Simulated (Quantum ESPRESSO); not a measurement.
# Computed records: Ag$_{4}$MoIrPd$_{2}$ (simulated cell), Al$_{3}$Cu$_{2}$OsRh$_{2}$ (simulated cell)

Calculation on a made-up metal alloy cell, not a measurement, run again with a planted mistake, found by running each candidate: no spin or spin-orbit, unrelaxed, 2900 K smearing, stress positive in tension, cell energy less the intended atoms' offsets; periodic Kohn-Sham density functional theory in plane waves with PseudoDojo standard norm-conserving scalar-relativistic pseudopotentials, each functional with its own files (v0.5 for PBE, v0.4.1 for LDA and PBEsol), eight atoms on drawn sites of a strained close-packed or body-centred lattice, each displaced and held fixed; the energy is the cell's free energy, ions and the entropy term -TS included, at the stated Fermi-Dirac width, less a fixed offset for each atom's element (shifted free energy); compositions with an open d shell lost a parallel starting moment in a cheaper test run, and other magnetic orders were not tried; an error bar is the largest change of its kind in a tighter rerun, never given below 0.002 eV, 0.02 GPa or 0.003 eV/angstrom, and covers cutoff and k-mesh only, not smearing or the files. Program: Quantum ESPRESSO 7.5.

Settings shared by all entries: intended functional pbe; fermi dirac smearing 0.25 eV; intended electrons removed 0; candidate second exchanged site 6; structure shown the intended cell.

Notes on all entries: heavy elements are run without spin-orbit coupling, which real alloys of them have; a spin test at this wide smearing found no moment, but such smearing suppresses magnetism that the real alloy may have; another functional or element uses other pseudopotential files, so its energy jump is mostly a change of zero; lattice, volume and sites are drawn at random and may be unstable or far from any real phase; energies are for the whole cell, less offsets fitted to these runs, so they are not formation energies.

(1) Ag$_{4}$MoIrPd$_{2}$ (simulated cell)

```
cell vectors (Å)
   2.9003     0.0955     4.6299
   2.8986     0.0013    -4.6288
  -2.8156     4.9985     0.0516
atoms (fractions of the cell vectors)
Ag -0.07044 -0.05008 -0.00602
Mo  0.00131  0.02788  0.49206
Ir  0.42249  0.94343  0.33875
Ag  0.42669  0.89536  0.82761
Ag  0.49922  0.52773  0.00965
Ag  0.51824  0.53605  0.52328
Pd  0.90546  0.40865  0.34458
Pd  0.89493  0.41774  0.82953
```

* lattice type: hexagonal close-packed
* cutoff: 1143 eV
* healthy entropy term negative ts: -1.379 eV
* healthy pressure: 0.8 GPa
* healthy stress xx: -0.86 GPa
* healthy stress yy: -2.73 GPa
* healthy stress zz: 1.2 GPa
* healthy stress yz: -0.18 GPa
* healthy stress xz: 2.48 GPa
* healthy stress xy: 0.7 GPa
* faulty entropy term negative ts: -1.312 eV
* faulty pressure: 8.1 GPa
* faulty stress xx: -8 GPa
* faulty stress yy: -9.96 GPa
* faulty stress zz: -6.35 GPa
* faulty stress yz: -0.08 GPa
* faulty stress xz: 2.63 GPa
* faulty stress xy: 0.84 GPa
* candidate first exchanged site: 3
* candidate length scale change: -1.47 percent
* candidate wrong element site: 6
* candidate wrong element: Ti
* candidate misplaced site: 6
* candidate misplaced along: y
* candidate misplaced by: -0.05 Å
* k mesh: 5 x 5 x 5 shifted half a step off Gamma on each axis
* healthy shifted free energy: 2.704 eV
* faulty shifted free energy: 2.863 eV
* fault kind: cell scaled (length scale change -1.47 percent)

Atoms:
```tsv
atoms element	atom site	atom energy offset (eV)
Ag	1	-4218.03
Mo	2	-1911.95
Ir	3	-3133.86
Ag	4	-4218.03
Ag	5	-4218.03
Ag	6	-4218.03
Pd	7	-3687.45
Pd	8	-3687.45
```

Healthy forces:
```tsv
site	x (eV/Å)	y (eV/Å)	z (eV/Å)
1	3.719	0.855	1.099
2	-0.438	0.723	0.3
3	-0.608	0.341	-0.458
4	-0.305	-0.075	-3.431
5	-2.83	0.366	0.796
6	-0.321	-2.191	0.729
7	0.826	-0.304	-0.271
8	-0.043	0.285	1.236
```

Faulty forces:
```tsv
site	x (eV/Å)	y (eV/Å)	z (eV/Å)
1	4.415	0.967	1.276
2	-0.561	1.002	0.484
3	-0.77	0.255	-0.538
4	-0.361	-0.075	-4.055
5	-3.388	0.4	1.004
6	-0.386	-2.57	0.83
7	1.103	-0.423	-0.406
8	-0.053	0.444	1.404
```

Candidate mistake: atoms exchanged, cell scaled, wrong element, atom misplaced

Notes: error bars of the healthy run: energy 0.0074 eV, stress 0.065 GPa, force 0.0046 eV/Å, from a tighter rerun of this or a related cell; largest difference from healthy 150 error bars; largest difference from nearest other mistake 179 error bars.

(2) Ag$_{4}$MoIrPd$_{2}$ (simulated cell)

Structure as in entry 1.

* lattice type: hexagonal close-packed
* cutoff: 1143 eV
* healthy entropy term negative ts: -1.379 eV
* healthy pressure: 0.8 GPa
* healthy stress xx: -0.86 GPa
* healthy stress yy: -2.73 GPa
* healthy stress zz: 1.2 GPa
* healthy stress yz: -0.18 GPa
* healthy stress xz: 2.48 GPa
* healthy stress xy: 0.7 GPa
* faulty entropy term negative ts: -1.377 eV
* faulty pressure: 0.41 GPa
* faulty stress xx: -0.79 GPa
* faulty stress yy: -2 GPa
* faulty stress zz: 1.55 GPa
* faulty stress yz: -0.33 GPa
* faulty stress xz: 2.49 GPa
* faulty stress xy: 0.93 GPa
* candidate first exchanged site: 3
* candidate length scale change: -1.47 percent
* candidate wrong element site: 6
* candidate wrong element: Ti
* candidate misplaced site: 6
* candidate misplaced along: y
* candidate misplaced by: -0.05 Å
* k mesh: 5 x 5 x 5 shifted half a step off Gamma on each axis
* healthy shifted free energy: 2.704 eV
* faulty shifted free energy: 2.607 eV
* fault kind: atom misplaced (misplaced site 6, misplaced along y, misplaced by -0.05 Å)

Atoms:
```tsv
atoms element	atom site	atom energy offset (eV)
Ag	1	-4218.03
Mo	2	-1911.95
Ir	3	-3133.86
Ag	4	-4218.03
Ag	5	-4218.03
Ag	6	-4218.03
Pd	7	-3687.45
Pd	8	-3687.45
```

Healthy forces:
```tsv
site	x (eV/Å)	y (eV/Å)	z (eV/Å)
1	3.719	0.855	1.099
2	-0.438	0.723	0.3
3	-0.608	0.341	-0.458
4	-0.305	-0.075	-3.431
5	-2.83	0.366	0.796
6	-0.321	-2.191	0.729
7	0.826	-0.304	-0.271
8	-0.043	0.285	1.236
```

Faulty forces:
```tsv
site	x (eV/Å)	y (eV/Å)	z (eV/Å)
1	3.61	0.637	1.096
2	-0.443	0.731	0.296
3	-0.605	0.338	-0.457
4	-0.3	-0.172	-3.257
5	-2.744	0.23	0.795
6	-0.314	-1.706	0.605
7	0.836	-0.308	-0.258
8	-0.039	0.25	1.18
```

Candidate mistake: atoms exchanged, cell scaled, wrong element, atom misplaced

Notes: error bars of the healthy run: energy 0.0074 eV, stress 0.065 GPa, force 0.0046 eV/Å, from a tighter rerun of this or a related cell; largest difference from healthy 105 error bars; largest difference from nearest other mistake 144 error bars.

(3) Al$_{3}$Cu$_{2}$OsRh$_{2}$ (simulated cell)

```
cell vectors (Å)
   1.9984     3.8861     2.0305
   1.9430    -3.8132     1.9401
   1.9463    -0.0539    -5.9315
atoms (fractions of the cell vectors)
Al -0.00881 -0.00406  0.01171
Al  0.12936  0.62868  0.24712
Cu  0.26703  0.27598  0.51232
Al  0.35712  0.87205  0.74769
Rh  0.48305  0.48435 -0.00998
Cu  0.61776  0.13953  0.25292
Os  0.74855  0.75976  0.49406
Rh  0.88637  0.37889  0.76678
```

- lattice type: face-centred cubic
- cutoff: 1252 eV
- healthy entropy term negative ts: -1.225 eV
- healthy pressure: -11.38 GPa
- healthy stress xx: 12.31 GPa
- healthy stress yy: 8.49 GPa
- healthy stress zz: 13.36 GPa
- healthy stress yz: 1.77 GPa
- healthy stress xz: 1.34 GPa
- healthy stress xy: 0.03 GPa
- faulty entropy term negative ts: -1.37 eV
- faulty pressure: -10.12 GPa
- faulty stress xx: 9.92 GPa
- faulty stress yy: 9.04 GPa
- faulty stress zz: 11.4 GPa
- faulty stress yz: 0.05 GPa
- faulty stress xz: -0.43 GPa
- faulty stress xy: -0.58 GPa
- candidate first exchanged site: 4
- candidate length scale change: 1.86 percent
- candidate functional: lda
- candidate wrong element site: 8
- candidate wrong element: W
- candidate misplaced site: 4
- candidate misplaced along: z
- candidate misplaced by: 0.08 Å
- k mesh: 6 x 6 x 4 shifted half a step off Gamma on each axis
- healthy shifted free energy: -1.787 eV
- faulty shifted free energy: -1.234 eV
- fault kind: atoms exchanged (first exchanged site 4, second exchanged site 6)

Atoms:
```tsv
atoms element	atom site	atom energy offset (eV)
Al	1	-63.26
Al	2	-63.26
Cu	3	-5159.25
Al	4	-63.26
Rh	5	-3191.96
Cu	6	-5159.25
Os	7	-2753.07
Rh	8	-3191.96
```

Healthy forces:
```tsv
site	x (eV/Å)	y (eV/Å)	z (eV/Å)
1	-0.567	-0.186	0.598
2	0.085	-0.015	-0.297
3	-0.521	0.07	0.219
4	0.068	0.044	0.172
5	0.911	0.197	-0.227
6	0.137	0.288	-0.291
7	0.224	0.053	-0.267
8	-0.338	-0.45	0.094
```

Faulty forces:
```tsv
site	x (eV/Å)	y (eV/Å)	z (eV/Å)
1	-1.146	-0.174	1.15
2	0.396	-0.014	-0.641
3	-0.475	0.018	0.115
4	0.025	0.154	0.225
5	0.891	0.253	-0.41
6	0.534	0.181	-0.501
7	-0.002	-0.016	0.073
8	-0.223	-0.403	-0.01
```

Candidate mistake: atoms exchanged, cell scaled, wrong functional, wrong element, atom misplaced

Notes: the copper pseudopotential is less sure than most, with forces differing by about three percent and pressure by about two GPa from a second method on plain copper; error bars of the healthy run: energy 0.002 eV, stress 0.02 GPa, force 0.0032 eV/Å, from a tighter rerun of this or a related cell; largest difference from healthy 277 error bars; largest difference from nearest other mistake 276 error bars.
